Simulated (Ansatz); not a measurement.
Given:

TiSi:
```xyz
2
Lattice="3.0994 0.0000 0.0000 0.0000 3.0994 0.0000 0.0000 0.0000 3.0994" Properties=species:S:1:pos:R:3 pbc="T T T"
Ti     0.0000     0.0000     0.0000
Si     1.5497     1.5497     1.5497
```

This is the r²SCAN-relaxed structure.

Q: All from plane-wave PAW r²SCAN (Ansatz code), unless another level is named. Predict the electronic character.

A: metallic (no gap).

Q: What about the density of states at the Fermi level?

A: 1.3 states/eV per atom (mean over ±0.08 eV).

Q: Give the formation energy from the elements (no fitted shifts).

A: -224 meV/atom.

Space group Pm-3m (CsCl type). A made-up cell: these elements were put on the sites of a structure type; neither database checked (COD, Materials Project) lists it. COD files the formula under space group No. 25, so this cell is another polymorph or a model. Whether it is the stable phase at ambient conditions was not checked. The r²SCAN relaxation kept the symmetry of its start. At this level the phase is mechanically unstable. The run is not spin-polarised. The references are the lowest solids computed at this level, not always the standard phases.

Potentials: the later of the program's two PAW sets.
